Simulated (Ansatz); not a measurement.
AlCuGeSe₄:
```
AlCuGeSe4
1.0
   -2.72851     2.72851     5.32214
    2.72851    -2.72851     5.32214
    2.72851     2.72851    -5.32214
Al Cu Ge Se
1 1 1 4
Direct
  0.75000   0.25000   0.50000
  0.00000   0.00000   0.00000
  0.50000   0.50000   0.00000
  0.13497   0.09882   0.50045
  0.90118   0.40163   0.03615
  0.59837   0.63452   0.49955
  0.36548   0.86503   0.96385
```

Cartesian axes are those of the cell as given.

Give the high-frequency dielectric tensor and the Born effective charge tensors of the independent atoms from DFPT, PBEsol in the plane-wave PAW code Ansatz.


ε∞:
```
10.6  0.00  0.00
0.00  10.6  0.00
0.00  0.00  10.0
```
Z* of atom 1 (Al), rows: field, columns: displacement, in e:
```
 2.35   0.62   0.00
-0.62   2.35   0.00
 0.00   0.00   2.99
```
Z* of atom 2 (Cu), rows: field, columns: displacement, in e:
```
 0.58  -0.02   0.00
 0.02   0.58   0.00
 0.00   0.00   0.70
```
Z* of atom 3 (Ge), rows: field, columns: displacement, in e:
```
 2.73  -0.46   0.00
 0.46   2.73   0.00
 0.00   0.00   2.79
```
Z* of atom 4 (Se), rows: field, columns: displacement, in e:
```
-1.07  -0.25   0.10
-0.18  -1.76  -0.67
 0.47  -0.49  -1.62
```

Space group I-4. The workflow started from a Materials Project entry (that database holds measured and hypothetical structures alike); the Crystallography Open Database copy checked does not list it. Whether it is the stable phase at ambient conditions was not checked. The cell was relaxed with PBEsol under the symmetry of its start; whether a distortion lowers the energy is not shown. No spin polarisation was allowed. Spin–orbit coupling is left out wherever it is not named.

Potentials: the later of the program's two PAW sets.
